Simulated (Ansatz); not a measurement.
# SnTeCl₂, before and after

The guess for SnTeCl₂ was made by a generator: random cell by space group and Wyckoff sites (P4/mmm, No. 123). Its size is a rough estimate.

start:

Space group P4/mmm (No. 123). a = 4.012 Å, b = 4.012 Å, c = 8.285 Å, α = 90.00°, β = 90.00°, γ = 90.00°
| atom | site | symmetry | x | y | z |
| --- | --- | --- | --- | --- | --- |
| Sn | 1a | 4/mmm | 0.0000 | 0.0000 | 0.0000 |
| Te | 1c | 4/mmm | 0.5000 | 0.5000 | 0.0000 |
| Cl | 2g | 4mm | 0.0000 | 0.0000 | 0.3058 |

Level of theory: Ansatz, DFT PBE, scalar-relativistic, plane waves, PAW. Cutoff 420 eV, Gaussian smearing, Γ-centred meshes. Cell and atoms relax first on a coarse mesh and then on a finer one. In between, the cell is made exact in the group found at 0.06 Å. In metals the finer mesh still leaves noise of several meV/atom or more. The steps can't lower the symmetry of their start. No spin polarisation.

end:

Space group P4/mmm (No. 123). a = 4.310 Å, b = 4.310 Å, c = 8.007 Å, α = 90.00°, β = 90.00°, γ = 90.00°
```json
{"atom": "Sn", "site": "1a", "symmetry": "4/mmm", "x": "0.0000", "y": "0.0000", "z": "0.0000"}
{"atom": "Te", "site": "1c", "symmetry": "4/mmm", "x": "0.5000", "y": "0.5000", "z": "0.0000"}
{"atom": "Cl", "site": "2g", "symmetry": "4mm", "x": "0.0000", "y": "0.0000", "z": "0.3035"}
```

The symmetry stays P4/mmm (No. 123). The volume per atom grows by 11.5 %, from 33.3 to 37.2 Å³. The shortest distance goes from 2.53 Å (Sn–Cl) to 2.43 Å (Sn–Cl). The ratio c/a of the conventional cell changes by a factor of 0.90. The energy falls by about 0.11 eV/atom (the start's value is from the coarse mesh).

```json
{
  "Volume per atom": "37.2 Å³",
  "Density": "3.5 g/cm³",
  "Formation energy": "−0.34 eV/atom",
  "Gap on the 12×12×6 mesh of the 4-atom cell": "0 eV (a metal)"
}
```

Energies over the elements count from the elements' standard structures at the same level (Cl₂ as a molecule), with no fitted energy shifts. The references include grey tin. Whether it is stable depends on the other phases of the system, which aren't compared here.

The last run used Gaussian smearing of 0.10 eV. Weakly bound directions are ill-defined at this level, which has no dispersion term. These runs have no spin–orbit coupling, which can matter for Te. The reference form of Te is held partly by dispersion forces, which this level lacks. Symmetry constrained the relaxation, so the result can be a saddle point. In all, the 3 runs took 3.6 min on 1 thread of Arm Neoverse V1 (shared host).
